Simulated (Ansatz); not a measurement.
GaCo (CsCl type, Pm-3m), the program Ansatz at the PBEsol level (PAW), all energies at zero smearing, with the estimated change up to a 700 eV cutoff added, with one set of potentials and settings (totals compare only within such a set). Cell of 2 atoms (1 Co, 1 Ga): -8836.862 eV.

```
element                                reference phase  E (eV/atom)
-------  ---------------------------------------------  -----------
Co       P6_3/mmc, 2 atoms in the cell, spin-polarised   -5092.9959
Ga                           Cmce, 4 atoms in the cell   -3743.2031
```

Formation energy per atom, worked out: (-8836.862 − 1×(-5092.9959) − 1×(-3743.2031))/2 = -0.332 eV/atom (-32 kJ per mol of atoms), at 0 K, without zero-point energy or fitted corrections.

The PBEsol relaxation kept the symmetry of its start; of distortions, only those at the zone centre were tested. The workflow began spin-polarised and lost its moments. The references are the lowest solids computed at this level, not always the standard phases.

Potentials: the later of the program's two PAW sets.
